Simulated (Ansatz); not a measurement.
Geometry optimisation in Ansatz: input, command and trajectory.

```yaml
crystal:
  lattice:
    - [5.0018277701, 2.8878066095, 3.870797925]
    - [-5.0018277701, 2.8878066095, 3.870797925]
    - [0.0, -5.775613219, 3.870797925]
  atoms:
    - { symbol: Te, position: [0.2891442446, 0.2891442446, 0.2891442446] }
    - { symbol: Te, position: [0.7108557554, 0.7108557554, 0.7108557554] }
    - { symbol: Te, position: [0.8791081326, 0.6175008596, 0.2475915021] }
    - { symbol: Te, position: [0.2475915021, 0.8791081326, 0.6175008596] }
    - { symbol: Te, position: [0.6175008596, 0.2475915021, 0.8791081326] }
    - { symbol: Te, position: [0.1208918674, 0.3824991404, 0.7524084979] }
    - { symbol: Te, position: [0.7524084979, 0.1208918674, 0.3824991404] }
    - { symbol: Te, position: [0.3824991404, 0.7524084979, 0.1208918674] }
    - { symbol: Mo, position: [0.9541494051, 0.257803877, 0.0804357406] }
    - { symbol: Mo, position: [0.0804357406, 0.9541494051, 0.257803877] }
    - { symbol: Mo, position: [0.257803877, 0.0804357406, 0.9541494051] }
    - { symbol: Mo, position: [0.0458505949, 0.742196123, 0.9195642594] }
    - { symbol: Mo, position: [0.9195642594, 0.0458505949, 0.742196123] }
    - { symbol: Mo, position: [0.742196123, 0.9195642594, 0.0458505949] }
basis:
  ecutwfc: 420
kpoints:
  mp_grid: { grid: [6, 6, 6] }
hamiltonian:
  xc: pbesol
scf:
  occupations: { method: gaussian, width: 0.1 }
output:
  forces: true
  stress: true
  eigenvalues: true
relax:
  adjacent_minimum: "off"
  f_tol: 0.01
  max_steps: 30
  cell: { stress_tol: 0.1, fix: [volume] }
```

```bash
ansatz run input.yaml --threads 4 --pin off --max-ram 10240MiB --backend cpu --events-out ev --progress --plain --runs-dir out
```

Method: DFT PBEsol, scalar-relativistic, plane waves, PAW in Ansatz 0.2.0.

The volume is held at 0.97 times that of the relaxed cell.

Of 6 frames 5 are shown, positions in Å and forces in eV/Å; the SCF threshold varies from step to step. Steps run on the plane waves of an earlier cell, with a Pulay correction in the pressure. The basis is chosen afresh for the last frame, the zero of the energies, and at times for earlier ones too; energy and pressure can step there, also at an unchanged geometry. Where two frames share a geometry here, they differ by under 2 meV/atom and 0.3 GPa. The mark taken_back stands on steps that the optimiser undid.

```xyz
14
Lattice="5.0018 2.8878 3.8708 -5.0018 2.8878 3.8708 0.0000 -5.7756 3.8708" Properties=species:S:1:pos:R:3:forces:R:3 pbc="T T T" step=1 free_energy_over_end_meV_per_atom=5.16 pressure_GPa=3.73
Te    0.0000    0.0000    3.3577    0.0000    0.0000    0.4851
Te    0.0000    0.0000    8.2547    0.0000    0.0000   -0.4851
Te    1.3085    2.8919    6.7514    0.0603   -0.3519   -0.0486
Te   -3.1587   -0.3128    6.7514    0.2746    0.2281   -0.0486
Te    1.8502   -2.5792    6.7514   -0.3348    0.1238   -0.0486
Te   -1.3085   -2.8919    4.8609   -0.0603    0.3519    0.0486
Te    3.1587    0.3128    4.8609   -0.2746   -0.2281    0.0486
Te   -1.8502    2.5792    4.8609    0.3348   -0.1238    0.0486
Mo    3.4830    3.0353    5.0026   -0.3331    0.0428    0.1873
Mo   -4.3702    1.4987    5.0026    0.1295   -0.3099    0.1873
Mo    0.8872   -4.5340    5.0026    0.2036    0.2671    0.1873
Mo   -3.4830   -3.0353    6.6098    0.3331   -0.0428   -0.1873
Mo    4.3702   -1.4987    6.6098   -0.1295    0.3099   -0.1873
Mo   -0.8872    4.5340    6.6098   -0.2036   -0.2671   -0.1873
14
Lattice="5.0001 2.8868 3.8735 -5.0001 2.8868 3.8735 0.0000 -5.7736 3.8735" Properties=species:S:1:pos:R:3:forces:R:3 pbc="T T T" step=2 free_energy_over_end_meV_per_atom=21.49 pressure_GPa=-2.42 taken_back
Te    0.0000    0.0000    3.4666    0.0000    0.0000   -0.9155
Te    0.0000    0.0000    8.1541    0.0000    0.0000    0.9155
Te    1.2617    2.7723    6.7746   -0.0212    0.8243    0.0673
Te   -3.0317   -0.2935    6.7746   -0.7033   -0.4305    0.0673
Te    1.7700   -2.4788    6.7746    0.7245   -0.3938    0.0673
Te   -1.2617   -2.7723    4.8460    0.0212   -0.8243   -0.0673
Te    3.0317    0.2935    4.8460    0.7033    0.4305   -0.0673
Te   -1.7700    2.4788    4.8460   -0.7245    0.3938   -0.0673
Mo    3.4551    3.0687    5.0397    0.3453   -0.0171   -0.1942
Mo   -4.3851    1.4579    5.0397   -0.1579    0.3076   -0.1942
Mo    0.9300   -4.5265    5.0397   -0.1875   -0.2905   -0.1942
Mo   -3.4551   -3.0687    6.5809   -0.3453    0.0171    0.1942
Mo    4.3851   -1.4579    6.5809    0.1579   -0.3076    0.1942
Mo   -0.9300    4.5265    6.5809    0.1875    0.2905    0.1942
14
Lattice="5.0048 2.8895 3.8662 -5.0048 2.8895 3.8662 0.0000 -5.7790 3.8662" Properties=species:S:1:pos:R:3:forces:R:3 pbc="T T T" step=3 free_energy_over_end_meV_per_atom=0.08 pressure_GPa=1.42
Te    0.0000    0.0000    3.3972    0.0000    0.0000   -0.0356
Te    0.0000    0.0000    8.2015    0.0000    0.0000    0.0356
Te    1.2977    2.8598    6.7501   -0.0084    0.0351    0.0096
Te   -3.1255   -0.3061    6.7501   -0.0262   -0.0248    0.0096
Te    1.8278   -2.5538    6.7501    0.0346   -0.0103    0.0096
Te   -1.2977   -2.8598    4.8486    0.0084   -0.0351   -0.0096
Te    3.1255    0.3061    4.8486    0.0262    0.0248   -0.0096
Te   -1.8278    2.5538    4.8486   -0.0346    0.0103   -0.0096
Mo    3.4748    3.0474    5.0126   -0.0155    0.0315    0.0209
Mo   -4.3765    1.4855    5.0126   -0.0195   -0.0292    0.0209
Mo    0.9018   -4.5329    5.0126    0.0351   -0.0023    0.0209
Mo   -3.4748   -3.0474    6.5860    0.0155   -0.0315   -0.0209
Mo    4.3765   -1.4855    6.5860    0.0195    0.0292   -0.0209
Mo   -0.9018    4.5329    6.5860   -0.0351    0.0023   -0.0209
14
Lattice="5.0050 2.8896 3.8659 -5.0050 2.8896 3.8659 0.0000 -5.7793 3.8659" Properties=species:S:1:pos:R:3:forces:R:3 pbc="T T T" step=4 free_energy_over_end_meV_per_atom=0.01 pressure_GPa=1.47
Te    0.0000    0.0000    3.3962    0.0000    0.0000   -0.0129
Te    0.0000    0.0000    8.2014    0.0000    0.0000    0.0129
Te    1.2953    2.8620    6.7497   -0.0009    0.0093   -0.0012
Te   -3.1262   -0.3092    6.7497   -0.0076   -0.0054   -0.0012
Te    1.8309   -2.5527    6.7497    0.0085   -0.0039   -0.0012
Te   -1.2953   -2.8620    4.8479    0.0009   -0.0093    0.0012
Te    3.1262    0.3092    4.8479    0.0076    0.0054    0.0012
Te   -1.8309    2.5527    4.8479   -0.0085    0.0039    0.0012
Mo    3.4746    3.0502    5.0136   -0.0138    0.0113    0.0125
Mo   -4.3789    1.4840    5.0136   -0.0029   -0.0176    0.0125
Mo    0.9042   -4.5342    5.0136    0.0167    0.0063    0.0125
Mo   -3.4746   -3.0502    6.5840    0.0138   -0.0113   -0.0125
Mo    4.3789   -1.4840    6.5840    0.0029    0.0176   -0.0125
Mo   -0.9042    4.5342    6.5840   -0.0167   -0.0063   -0.0125
14
Lattice="5.0055 2.8899 3.8651 -5.0055 2.8899 3.8651 0.0000 -5.7799 3.8651" Properties=species:S:1:pos:R:3:forces:R:3 pbc="T T T" step=6 free_energy_over_end_meV_per_atom=0.00 pressure_GPa=1.46
Te    0.0000    0.0000    3.3951    0.0000    0.0000    0.0002
Te    0.0000    0.0000    8.2001    0.0000    0.0000   -0.0002
Te    1.2935    2.8632    6.7474    0.0010   -0.0010   -0.0017
Te   -3.1263   -0.3114    6.7474    0.0004    0.0013   -0.0017
Te    1.8329   -2.5518    6.7474   -0.0013   -0.0003   -0.0017
Te   -1.2935   -2.8632    4.8478   -0.0010    0.0010    0.0017
Te    3.1263    0.3114    4.8478   -0.0004   -0.0013    0.0017
Te   -1.8329    2.5518    4.8478    0.0013    0.0003    0.0017
Mo    3.4744    3.0524    5.0137   -0.0017    0.0006    0.0016
Mo   -4.3806    1.4827    5.0137    0.0004   -0.0018    0.0016
Mo    0.9062   -4.5351    5.0137    0.0013    0.0012    0.0016
Mo   -3.4744   -3.0524    6.5815    0.0017   -0.0006   -0.0016
Mo    4.3806   -1.4827    6.5815   -0.0004    0.0018   -0.0016
Mo   -0.9062    4.5351    6.5815   -0.0013   -0.0012   -0.0016
```

It took 75 s on 4 threads of Intel(R) Xeon(R) 6975P-C (Granite Rapids), with other jobs on the host, peak memory 2.1 GiB.